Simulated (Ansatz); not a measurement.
An Ansatz (a quantum-chemistry and plane-wave program) run. Input:

Ansatz 0.2 input:
```yaml
crystal:
  lattice:
    - [3.8993972505, 0.0, 0.0]
    - [0.0, 3.8993972505, 0.0]
    - [0.0, 0.0, 3.8993972505]
  atoms:
    - { symbol: Ti, position: [0.0, 0.0, 0.0] }
    - { symbol: Pt, position: [0.0, 0.5, 0.5] }
    - { symbol: Pt, position: [0.5, 0.0, 0.5] }
    - { symbol: Pt, position: [0.5, 0.5, 0.0] }
kpoints:
  mp_grid: { grid: [8, 8, 8] }
  band_path:
    path:
      - [[0.0, 0.0, 0.0], [0.0, 0.5, 0.0], [0.5, 0.5, 0.0], [0.0, 0.0, 0.0], [0.5, 0.5, 0.5], [0.0, 0.5, 0.0]]  # Γ-X-M-Γ-R-X
      - [[0.5, 0.5, 0.5], [0.5, 0.5, 0.0]]  # R-M
    npoints: 12
basis: { xc_grid: 2 }
hamiltonian:
  xc: pbesol
  pseudopotentials: { kind: paw }
magnetization: { noncollinear: true, spin_orbit: true }
scf:
  n_extra_bands: 12
  convergence: { dr2_threshold: 0.0000000001 }
  occupations: { method: gaussian, width: 0.05 }
output: { eigenvalues: true }
```

Output (shortened):

```
Pseudopotential: Ti, paw_fr, valence charge 12
Pseudopotential: Pt, paw_fr, valence charge 18
Functional definition: PBEsol
non-collinear run that drives no moment, with spin-orbit …
Crystal: 4 atoms, lattice volume = 59.292 Å³
Basis set: ecut = 420 eV, 1189 PW (Γ), exchange–correlation on 54×54×54 points (8 copies of the dense FFT grid, shifted against one another)
Bands: 78, of which v1, the nominal top of the filled ones, is band 66 counted from 1 (65 counted from 0)
Symmetry: 48 space group operations + 48 with time reversal
k-points: 35 of 512
Projection manifold: j_resolved (fully-relativistic pseudo-atomic orbitals)
SCF iter   1: F=—  HF=-39742.775982 eV  |F-HF|=—  |Δ(HF+E_count)|=         —  Δρ=3.97e-1  dr2=1.78e2  dr2_m=0.00e0 (ungated)  ethr=3.10e-3  |M|=0.00e0 ∫|m|=0.00e0 μB  |m|>n=0.0e0 m-floor=0.0e0 τ_xc=0.0e0  β_m=0.30  ⟨swp⟩=5.6  Hψ=5512  notcnv=0
preconditioner: auto → Kerker (q_TF=auto, 2.777 Å⁻¹)
spin=Noncollinear: Kerker preconditioning applied to the charge; magnetization (m_x, m_y, m_z) channels mix plain (no charge-response kernel on spin).
SCF iter   2: F=—  HF=-39733.404104 eV  |F-HF|=—  |Δ(HF+E_count)|=    9.37e0  Δρ=1.29e-1  dr2=1.07e1  dr2_m=0.00e0 (ungated)  ethr=3.10e-3  |M|=0.00e0 ∫|m|=0.00e0 μB  |m|>n=0.0e0 m-floor=0.0e0 τ_xc=0.0e0  β_m=0.27  ⟨swp⟩=3.7  Hψ=2879  notcnv=0  defer=168
preconditioner: auto → Resta (q_TF=auto, 2.777 Å⁻¹)
spin=Noncollinear: Resta preconditioning applied to the charge; magnetization (m_x, m_y, m_z) channels mix plain (no charge-response kernel on spin).
SCF iter   3: F=—  HF=-39731.820846 eV  |F-HF|=—  |Δ(HF+E_count)|=    1.58e0  Δρ=8.61e-2  dr2=4.55e0  dr2_m=0.00e0 (ungated)  ethr=3.10e-3  |M|=0.00e0 ∫|m|=0.00e0 μB  |m|>n=0.0e0 m-floor=0.0e0 τ_xc=0.0e0  β_m=0.64  ⟨swp⟩=2.6  Hψ=2570  notcnv=0  defer=164
SCF iter   4: F=—  HF=-39732.273244 eV  |F-HF|=—  |Δ(HF+E_count)|=   4.52e-1  Δρ=1.72e-1  dr2=3.16e1  dr2_m=0.00e0 (ungated)  ethr=3.10e-3  |M|=0.00e0 ∫|m|=0.00e0 μB  |m|>n=0.0e0 m-floor=0.0e0 τ_xc=0.0e0  β_m=0.82  ⟨swp⟩=3.8  Hψ=3427  notcnv=0  defer=150  recentre
SCF iter   5: F=—  HF=-39730.827247 eV  |F-HF|=—  |Δ(HF+E_count)|=    1.45e0  Δρ=2.39e-2  dr2=5.18e-1  dr2_m=0.00e0 (ungated)  ethr=3.10e-3  |M|=0.00e0 ∫|m|=0.00e0 μB  |m|>n=0.0e0 m-floor=0.0e0 τ_xc=0.0e0  β_m=0.91  ⟨swp⟩=3.1  Hψ=3263  notcnv=0  defer=128
SCF iter   6: F=—  HF=-39730.768414 eV  |F-HF|=—  |Δ(HF+E_count)|=   5.88e-2  Δρ=4.01e-3  dr2=1.10e-2  dr2_m=0.00e0 (ungated)  ethr=7.85e-4  |M|=0.00e0 ∫|m|=0.00e0 μB  |m|>n=0.0e0 m-floor=0.0e0 τ_xc=0.0e0  β_m=0.92  ⟨swp⟩=2.1  Hψ=1673  notcnv=0  defer=142
SCF iter   7: F=—  HF=-39730.767585 eV  |F-HF|=—  |Δ(HF+E_count)|=   8.29e-4  Δρ=2.77e-3  dr2=7.85e-3  dr2_m=0.00e0 (ungated)  ethr=1.66e-5  |M|=0.00e0 ∫|m|=0.00e0 μB  |m|>n=0.0e0 m-floor=0.0e0 τ_xc=0.0e0  β_m=0.96  ⟨swp⟩=1.9  Hψ=1640  notcnv=0  defer=142
SCF iter   8: F=—  HF=-39730.767059 eV  |F-HF|=—  |Δ(HF+E_count)|=   5.26e-4  Δρ=1.54e-3  dr2=2.49e-3  dr2_m=0.00e0 (ungated)  ethr=1.19e-5  |M|=0.00e0 ∫|m|=0.00e0 μB  |m|>n=0.0e0 m-floor=0.0e0 τ_xc=0.0e0  β_m=0.98  ⟨swp⟩=1.3  Hψ=1303  notcnv=0  defer=142
SCF iter  14: F=-39730.766843 eV  HF=-39730.766843 eV  |F-HF|=1.46e-11  |Δ(HF+E_count)|=  2.91e-11  Δρ=5.07e-8  dr2=1.11e-12  dr2_m=0.00e0 (ungated)  ethr=1.00e-12  |M|=0.00e0 ∫|m|=0.00e0 μB  |m|>n=0.0e0 m-floor=0.0e0 τ_xc=0.0e0  ⟨swp⟩=6.9  Hψ=3873  notcnv=0
SCF 1 converged in 14 iterations: F = -39730.766843 eV  dr2 = 1.11e-12
NSCF: frozen V_eff on 74 k-points
SCF converged after 14 iterations
Magnetization: |M| = 0.0000 μB,  M = (+0.0000, +0.0000, +0.0000) μB
Absolute magnetization: 0.0000 μB (∫|m|)
  site 0: m = (+0.0000, +0.0000, +0.0000) μB, |m| = 0.0000 μB  (R = 1.14 Å)
  site 1: m = (+0.0000, +0.0000, +0.0000) μB, |m| = 0.0000 μB  (R = 1.14 Å)
  site 2: m = (+0.0000, +0.0000, +0.0000) μB, |m| = 0.0000 μB  (R = 1.14 Å)
  site 3: m = (+0.0000, +0.0000, +0.0000) μB, |m| = 0.0000 μB  (R = 1.14 Å)
Free energy (F): -39730.766843 eV
Harris-Foulkes:  -39730.766843 eV  (|F-HF|=1.46e-11)
Internal energy: -39730.764785 eV  (E = F + TS)
E sigma→0 (E₀):  -39730.765814 eV
Entropy (-TS):   -0.002059 eV (-0.515 meV/atom)
Fermi energy:    22.460477 eV
--- Per-component energies (eV) ---
  E_band       = -557.300769
  E_kinetic    = 2188.335257
  E_local      = -5212.988645  (includes V_loc(G=0)·N_el)
  E_nonlocal   = 577.280034
  E_hartree    = 1975.602211
  E_xc         = -882.029123
  E_vxc        = -1034.575721  (∫ρ·V_xc dr)
  E_paw        = -29046.688487  (= ΣΔE_a)
  E_vpaw       = -1026.556724  (= ΣTr[D̂ρ^β])
  E_aug_tail   = 0.000547  (compensation charges beyond the density's cutoff)
  E_ewald      = -9331.293228
  E_core_change = 1.016650  (= ΣΔE_core)
  E_smearing   = -0.002059  (= −TS)
  E_closure    = 0.000000  (closes the sum)
  Σ components = -39730.766843   (vs F -39730.766843, Δ=0.00e0)
  [band-id]    e_kinetic+e_local+e_nonlocal+2·e_hartree+e_vxc+e_vpaw+e_augmentation_tail = -557.300830   (vs E_band -557.300769, Δ=-6.12e-5)
--- Band table (eV; the first three rows and the last of 35) ---
  k-point 0: bands = ["-76.5436", "-76.5436", "-76.5070", "-76.5070", "-76.5070", "-76.5070", "-41.9191", "-41.9191", "-41.9191", "-41.9191", "-41.8091", "-41.8091", "-35.4430", "-35.4430", "-27.0640", "-27.0640", "-26.9674", "-26.9674", "-26.9674", …
  k-point 1: bands = ["-76.5424", "-76.5424", "-76.5083", "-76.5083", "-76.5070", "-76.5070", "-41.9191", "-41.9191", "-41.9154", "-41.9154", "-41.8129", "-41.8129", "-35.4430", "-35.4430", "-27.0536", "-27.0536", "-26.9639", "-26.9639", "-26.9603", …
  k-point 2: bands = ["-76.5390", "-76.5390", "-76.5117", "-76.5117", "-76.5070", "-76.5070", "-41.9191", "-41.9191", "-41.9052", "-41.9052", "-41.8234", "-41.8234", "-35.4429", "-35.4429", "-27.0298", "-27.0298", "-26.9481", "-26.9481", "-26.9408", …
  k-point 34: bands = ["-76.5191", "-76.5191", "-76.5191", "-76.5191", "-76.5191", "-76.5191", "-41.8840", "-41.8840", "-41.8840", "-41.8840", "-41.8837", "-41.8837", "-35.4408", "-35.4408", "-27.0643", "-27.0643", "-27.0353", "-27.0353", "-26.8620", …
```

Cost: about 90 core-seconds (a rough figure) on shared cores.

Space group Pm-3m (Cu3Au type). Symmetry was held in the PBEsol relaxation; of distortions, only those at the zone centre were tested. No spin polarisation was allowed.

Potentials: the later of the program's two PAW sets.

Ansatz is a plane-wave DFT program.
